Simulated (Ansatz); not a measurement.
# Rb₂AgPt₆: reading a single point

```xyz
9
Lattice="6.5256 0.0000 0.0000 -3.2628 5.6513 0.0000 0.0000 0.0000 5.1061" Properties=species:S:1:pos:R:3 pbc="T T T"
Pt   -1.6281    4.7076    1.0518
Pt    0.0000    1.8875    1.0518
Pt    1.6281    4.7076    1.0518
Pt    4.8909    0.9438    4.0542
Pt    1.6347    0.9438    4.0542
Pt    3.2628    3.7638    4.0542
Rb   -0.0003    3.7677    3.5283
Rb    3.2631    1.8836    1.5778
Ag    0.0000    0.0000    0.0000
```

Single point in Ansatz 0.2.0 with PBE, no spin polarisation. Cutoff 420 eV, PAW datasets, 5×5×5 Γ-centred k mesh, gaussian filling (width 0.0253 eV).

(1) Describe some of the short contacts.

(2) Metal or insulator?

(3) Is it stable against the elements?

(4) Which element gives electrons and which takes them?

(5) What does the stress say?

Origin: a known structure type with other elements, at an estimated volume, so it need not be a known compound. Caveats: atoms or cell far from equilibrium.

## Answers

(1) Pt–Ag at 2.16 Å: least valence density 1.06 e/Å³ and ELF 0.27 there. Rb–Pt at 3.11 Å: least valence density 0.14 e/Å³ and ELF 0.08 there. Both are smooth PAW fields, read partly inside the augmentation spheres.

(2) It is a metal, with about 8.7 states/eV a cell as the mean within 0.25 eV of the Fermi level, mostly Pt d (69 %) and Pt s (14 %).

(3) 1.97 eV an atom against the elements' usual phases (free molecules for gases, crystals otherwise, with no correction for O₂ or N₂), so at this geometry it isn't bound against them. Relaxing would lower it.

(4) Bader charges in e: Rb +0.65, Ag +0.29, Pt -0.27. In the mean Rb gives up most and Pt takes most.

(5) The pressure is 32.9 GPa (compression positive), so with the atoms held at these fractions the cell would first expand; the forces are large, so a full relaxation may end otherwise. The principal stresses 25.0, 36.9, 36.9 GPa differ, so its shape would change too.
